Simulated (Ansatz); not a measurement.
A geometry of Bi2Te3 away from equilibrium: the start of the relaxation of a generated trial cell of Bi2Te3 in the A-La2O3 structure type. Calculation: PBE (plane waves to 420 eV, PAW, scalar-relativistic; Ansatz, a program for electronic structure). Γ-centred k-mesh 5×5×3 on the run's cell (coarser than for final values), Fermi–Dirac smearing 0.05 eV.

```xyz
5
Lattice="5.0671 0.0000 0.0000 -2.5335 4.3882 0.0000 0.0000 0.0000 7.8953" Properties=species:S:1:pos:R:3:forces:R:3 pbc="T T T" free_energy=-45738.620 pressure_GPa=2.3
Bi     0.0000     2.9255     1.9478    0.0000    0.0000   -0.6959
Bi     2.5335     1.4627     5.9475    0.0000    0.0000    0.6959
Te     0.0000     0.0000     0.0000    0.0000    0.0000    0.0000
Te     0.0000     2.9255     5.1082    0.0000    0.0000   -0.0168
Te     2.5335     1.4627     2.7870    0.0000    0.0000    0.0168
```

Positions in Å, forces in eV/Å, free energy of the cell in eV (comparable only within this code, potentials and settings). Largest force: 0.70 eV/Å, on Bi1, Bi2 (atoms numbered as listed); the geometry lies 0.24 eV/atom above the end of its relaxation.

No spin polarisation in the result.

The run could not lose the symmetry of its start, so the end can be a saddle point.

The end of the path is a generated cell of Bi2Te3: the first start was made by placing the elements on the sites of a structure type, and the end was not matched to a known phase here, so it may be hypothetical. Known forms of Bi2Te3 include space group No. 166.
